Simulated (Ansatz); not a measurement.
## P$_{2}$Au$_{2}$O$_{7}$, a known structure type with other elements, at an estimated volume

```
CELL_PARAMETERS angstrom
3.55312 4.22502 0.00000
3.55312 -4.22502 0.00000
1.53894 0.00000 -4.50771
ATOMIC_POSITIONS crystal
P 0.19980 0.19980 0.08830
P 0.80020 0.80020 0.91170
O 0.00000 0.00000 0.00000
O 0.35680 0.05020 0.27080
O 0.94980 0.64320 0.72920
O 0.64320 0.94980 0.72920
O 0.05020 0.35680 0.27080
O 0.37590 0.37590 0.78390
O 0.62410 0.62410 0.21610
Au 0.31220 0.68780 0.50000
Au 0.68780 0.31220 0.50000
```

The numbers come from plane-wave PAW DFT (Ansatz): r2SCAN, no spin polarisation, 500 eV, 4×4×6 Γ-centred k points, fermi-dirac occupations (width 0.0131 eV). Nothing was relaxed.

(1) Metal or insulator?

(2) Which atom feels the largest force, and which way?

(3) What is the formation energy?

(4) Is the cell too large or too small?

Origin: a known structure type with other elements, at an estimated volume, so it need not be a known compound. Caveats: many states at the Fermi level without spin polarisation, so a magnetic state may lie lower; atoms or cell far from equilibrium.

Cost: 70 s on 1 thread of Arm Neoverse V2 (shared host), peak memory 0.84 GiB (start from a saved density). The time holds forces, stress, DOS, bands, ELF.

Results:

(1) It is a metal, with about 4.4 states/eV a cell as the mean within 0.25 eV of the Fermi level, mostly Au d (54 %) and O p (35 %).

(2) The largest is on O4 (and as large on other atoms): 3.55 eV/Å, components (0.04, -2.84, 2.13). It makes 13° with the line to a nearest neighbour, P1 at 1.56 Å, pointing towards it.

(3) -1.24 eV an atom against the elements' usual phases (free molecules for gases, crystals otherwise, with no correction for O₂ or N₂), so it is bound against them; other compounds may still compete. Relaxing would lower it.

(4) The pressure is 4.1 GPa (compression positive), so with the atoms held at these fractions the cell would first expand; the forces are large, so a full relaxation may end otherwise. The principal stresses -2.1, 6.3, 8.1 GPa differ, so its shape would change too.
